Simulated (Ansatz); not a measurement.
ZrSe (CsCl type, Pm-3m) under volume change, DFT-PBE in the program Ansatz with PAW potentials, scaled uniformly.

```csv
V (Å³/atom),E − E(relaxed) (meV/atom),P (GPa)
17.234,68.8,14.09
17.802,28.9,8.61
18.370,?,?
18.939,0.0,0.00
19.507,6.1,-3.36
20.075,?,?
20.643,49.7,-8.63
```

Question: Complete the blanks.

Answer: 
- 20.075, E − E(relaxed) (meV/atom): 23.2
- 20.075, P (GPa): -6.21
- 18.370, E − E(relaxed) (meV/atom): 6.8
- 18.370, P (GPa): 3.95

Question: What does a third-order Birch–Murnaghan fit give for V₀, B₀ and B′?

Answer: V₀ = 18.94 Å³/atom, B₀ = 121 GPa, B′ = 4.4.

A made-up cell: these elements were put on the sites of a structure type; neither database checked (COD, Materials Project) lists it. Its standing as an ambient phase is unchecked. The cell was relaxed with PBE under the symmetry of its start; its stability against distortions is not shown here. No spin polarisation was allowed.

Potentials: the earlier of the program's two PAW sets.
